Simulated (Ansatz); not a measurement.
Data:

Starting cell, AlRu (CsCl type):

```
CELL_PARAMETERS angstrom
      5.96504     0.00000     0.00000
      0.00000     2.98252     0.00000
      0.00000     0.00000     2.98252
ATOMIC_POSITIONS crystal
  Al 0.00000 0.00000 0.00000
  Al 0.50000 0.00000 0.00000
  Ru 0.25000 0.50000 0.50000
  Ru 0.75000 0.50000 0.50000
```

Two-dimensional scan of atom 4 (Ru, nearest neighbour Al at 2.583 Å; its periodic images, 3.0 Å or more away, move with it): u runs along (0.707, 0.707, 0.000), v along (0.000, 0.000, 1.000) (Cartesian). Cell and other atoms are fixed.

All values below come from r2SCAN (plane waves to 500 eV, PAW, scalar-relativistic; Ansatz, a program for electronic structure). k mesh 7×13×13 (Γ-centred), Fermi-Dirac smearing 0.05 eV. The energy includes the smearing's −TS. With partly filled bands, energies and forces of such displacements shift with the k mesh and the smearing. AlRu is run without spin polarisation. AlRu was relaxed with its symmetry unable to fall. ΔE is measured from the undisplaced structure. Axes are in Å.

The scan covers u from -0.390 to 0.390 Å in 5 points and v from -0.390 to 0.390 Å in 5 points.

Task: In which direction of the plane is the atom held most weakly?

Result: Along v.

Task: What are the two principal curvatures of the energy at the centre?

Result: 9.0 and 11.0 eV/Å².

(For displaced atoms, the force is minus the slope of the energy, and its curvature is a force constant, which sets phonon frequencies.)
